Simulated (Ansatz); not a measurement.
# Beta-gallia alloy of Ga2O3 and Al2O3 (18 of 48 Ga sites exchanged), 120 atoms

Ansatz, PAW, plane waves. PBEsol relaxation of cell lengths and atoms (angles held) at the single k point (¼, ¼, ¼) without its symmetry partners; single points on the relaxed atoms at the single k point (¼, ¼, ¼) without its symmetry partners, onto which points of the small cell's zone fold. Arrangement: random. No spin–orbit coupling unless named.

Relaxed structure:

```yaml
crystal:
  lattice:
    - [12.10048, 0.00000, -0.01085]
    - [0.00000, 8.98981, 0.00000]
    - [-2.73982, 0.00000, 11.15605]
  atoms:
    - { symbol: Ga, position: [0.41158, 0.16498, 0.10430] }
    - { symbol: Ga, position: [0.40542, 0.16643, 0.59882] }
    - { symbol: Ga, position: [0.40733, 0.49988, 0.60163] }
    - { symbol: Ga, position: [0.40954, 0.83259, 0.60098] }
    - { symbol: Ga, position: [0.16077, 0.50094, 0.15433] }
    - { symbol: Ga, position: [0.15981, 0.83284, 0.65714] }
    - { symbol: Ga, position: [0.09232, 0.99945, 0.39659] }
    - { symbol: Ga, position: [0.08999, 0.99707, 0.90013] }
    - { symbol: Ga, position: [0.09492, 0.33224, 0.39997] }
    - { symbol: Ga, position: [0.09180, 0.33358, 0.89859] }
    - { symbol: Ga, position: [0.09112, 0.66773, 0.39731] }
    - { symbol: Ga, position: [0.90944, 0.99780, 0.10355] }
    - { symbol: Ga, position: [0.91198, 0.00119, 0.60178] }
    - { symbol: Ga, position: [0.91134, 0.33156, 0.10418] }
    - { symbol: Ga, position: [0.90889, 0.67000, 0.10290] }
    - { symbol: Ga, position: [0.90929, 0.66490, 0.60206] }
    - { symbol: Ga, position: [0.65878, 0.99762, 0.65342] }
    - { symbol: Ga, position: [0.65773, 0.33484, 0.15466] }
    - { symbol: Ga, position: [0.65944, 0.33357, 0.65488] }
    - { symbol: Ga, position: [0.34145, 0.99939, 0.84369] }
    - { symbol: Ga, position: [0.34355, 0.33491, 0.84353] }
    - { symbol: Ga, position: [0.34227, 0.66718, 0.34185] }
    - { symbol: Ga, position: [0.34170, 0.66581, 0.84649] }
    - { symbol: Ga, position: [0.59246, 0.16698, 0.89859] }
    - { symbol: Ga, position: [0.58818, 0.49953, 0.39802] }
    - { symbol: Ga, position: [0.59401, 0.83119, 0.90005] }
    - { symbol: Ga, position: [0.83891, 0.16565, 0.34544] }
    - { symbol: Ga, position: [0.84081, 0.16460, 0.84270] }
    - { symbol: Ga, position: [0.84072, 0.50066, 0.34414] }
    - { symbol: Ga, position: [0.84134, 0.50182, 0.84293] }
    - { symbol: Al, position: [0.41225, 0.50180, 0.10389] }
    - { symbol: Al, position: [0.41225, 0.83257, 0.10453] }
    - { symbol: Al, position: [0.16058, 0.16404, 0.16034] }
    - { symbol: Al, position: [0.15862, 0.16877, 0.65973] }
    - { symbol: Al, position: [0.15815, 0.49867, 0.66072] }
    - { symbol: Al, position: [0.16172, 0.83496, 0.15773] }
    - { symbol: Al, position: [0.09021, 0.66805, 0.89850] }
    - { symbol: Al, position: [0.91258, 0.33372, 0.60368] }
    - { symbol: Al, position: [0.65791, 0.99717, 0.16186] }
    - { symbol: Al, position: [0.65666, 0.66823, 0.15939] }
    - { symbol: Al, position: [0.65860, 0.66767, 0.65924] }
    - { symbol: Al, position: [0.34266, 0.00006, 0.33916] }
    - { symbol: Al, position: [0.34179, 0.33046, 0.33900] }
    - { symbol: Al, position: [0.58643, 0.16360, 0.39558] }
    - { symbol: Al, position: [0.59351, 0.50240, 0.89825] }
    - { symbol: Al, position: [0.59057, 0.83458, 0.39736] }
    - { symbol: Al, position: [0.83903, 0.83293, 0.33983] }
    - { symbol: Al, position: [0.84138, 0.83206, 0.83950] }
    - { symbol: O, position: [0.33677, 0.16520, 0.43873] }
    - { symbol: O, position: [0.33567, 0.16747, 0.94621] }
    - { symbol: O, position: [0.33610, 0.49332, 0.44107] }
    - { symbol: O, position: [0.33696, 0.49910, 0.95196] }
    - { symbol: O, position: [0.33389, 0.83952, 0.44211] }
    - { symbol: O, position: [0.33831, 0.83366, 0.95155] }
    - { symbol: O, position: [0.32684, 0.16447, 0.22018] }
    - { symbol: O, position: [0.32301, 0.16788, 0.71686] }
    - { symbol: O, position: [0.33081, 0.49456, 0.21637] }
    - { symbol: O, position: [0.32279, 0.50033, 0.71810] }
    - { symbol: O, position: [0.32744, 0.83965, 0.21410] }
    - { symbol: O, position: [0.32662, 0.83142, 0.71968] }
    - { symbol: O, position: [0.00280, 0.16679, 0.37060] }
    - { symbol: O, position: [0.00258, 0.16616, 0.87190] }
    - { symbol: O, position: [0.00426, 0.49881, 0.36939] }
    - { symbol: O, position: [0.00626, 0.50526, 0.87600] }
    - { symbol: O, position: [0.99979, 0.83380, 0.37151] }
    - { symbol: O, position: [0.00187, 0.82721, 0.87116] }
    - { symbol: O, position: [0.16414, 0.00048, 0.05884] }
    - { symbol: O, position: [0.16498, 0.00681, 0.55658] }
    - { symbol: O, position: [0.16541, 0.32564, 0.05745] }
    - { symbol: O, position: [0.16508, 0.33377, 0.55996] }
    - { symbol: O, position: [0.16347, 0.67401, 0.05181] }
    - { symbol: O, position: [0.16566, 0.65950, 0.55685] }
    - { symbol: O, position: [0.83437, 0.99289, 0.44419] }
    - { symbol: O, position: [0.83536, 0.99197, 0.94382] }
    - { symbol: O, position: [0.83642, 0.33416, 0.45143] }
    - { symbol: O, position: [0.83168, 0.33309, 0.94627] }
    - { symbol: O, position: [0.83560, 0.67226, 0.44324] }
    - { symbol: O, position: [0.83460, 0.67378, 0.94391] }
    - { symbol: O, position: [0.17687, 0.99941, 0.27954] }
    - { symbol: O, position: [0.17156, 0.00524, 0.78084] }
    - { symbol: O, position: [0.17780, 0.32721, 0.28155] }
    - { symbol: O, position: [0.17132, 0.33382, 0.77856] }
    - { symbol: O, position: [0.17461, 0.67234, 0.27847] }
    - { symbol: O, position: [0.17021, 0.66036, 0.78482] }
    - { symbol: O, position: [0.82269, 0.99352, 0.21877] }
    - { symbol: O, position: [0.82818, 0.99326, 0.71890] }
    - { symbol: O, position: [0.82501, 0.33239, 0.21946] }
    - { symbol: O, position: [0.82973, 0.33475, 0.71487] }
    - { symbol: O, position: [0.82255, 0.67322, 0.21802] }
    - { symbol: O, position: [0.82413, 0.67115, 0.71749] }
    - { symbol: O, position: [0.49830, 0.99413, 0.12972] }
    - { symbol: O, position: [0.49617, 0.00081, 0.62922] }
    - { symbol: O, position: [0.49494, 0.33824, 0.12792] }
    - { symbol: O, position: [0.49601, 0.33252, 0.62899] }
    - { symbol: O, position: [0.49454, 0.66697, 0.12881] }
    - { symbol: O, position: [0.49890, 0.66563, 0.62792] }
    - { symbol: O, position: [0.50429, 0.99772, 0.37283] }
    - { symbol: O, position: [0.50462, 0.99897, 0.87073] }
    - { symbol: O, position: [0.50215, 0.32719, 0.37101] }
    - { symbol: O, position: [0.50903, 0.33990, 0.87461] }
    - { symbol: O, position: [0.50482, 0.67294, 0.37112] }
    - { symbol: O, position: [0.50600, 0.66145, 0.87222] }
    - { symbol: O, position: [0.66416, 0.15910, 0.05864] }
    - { symbol: O, position: [0.66241, 0.16567, 0.54768] }
    - { symbol: O, position: [0.66182, 0.50854, 0.05306] }
    - { symbol: O, position: [0.66433, 0.50645, 0.55634] }
    - { symbol: O, position: [0.66102, 0.83291, 0.06109] }
    - { symbol: O, position: [0.65943, 0.82638, 0.55146] }
    - { symbol: O, position: [0.66841, 0.15980, 0.28358] }
    - { symbol: O, position: [0.67421, 0.16643, 0.77953] }
    - { symbol: O, position: [0.67082, 0.50560, 0.27941] }
    - { symbol: O, position: [0.67162, 0.50596, 0.78259] }
    - { symbol: O, position: [0.67158, 0.83297, 0.28404] }
    - { symbol: O, position: [0.67579, 0.82807, 0.78077] }
    - { symbol: O, position: [0.00080, 0.16448, 0.13003] }
    - { symbol: O, position: [0.99828, 0.17222, 0.62772] }
    - { symbol: O, position: [0.99716, 0.50120, 0.12851] }
    - { symbol: O, position: [0.99801, 0.49537, 0.62843] }
    - { symbol: O, position: [0.00290, 0.83374, 0.13168] }
    - { symbol: O, position: [0.99854, 0.83216, 0.62903] }
```

(1) What are the mean bond lengths by pair (pairs within 1.2 times the sum of covalent radii, less contacts 15 % beyond the pair's median; cation–cation pairs of compounds aside; long ionic contacts are cut short by that bound)?

(2) What gap lies between the top filled and the lowest empty level in the single points?

Answers

(1) Al–O 1.889 ± 0.085 Å (standard deviation, 94 bonds); Ga–O 1.927 ± 0.091 Å (standard deviation, 146 bonds).

(2) HSE06 5.63 eV (62 s on NVIDIA GB300). Away from Γ this isn't the crystal's band gap.
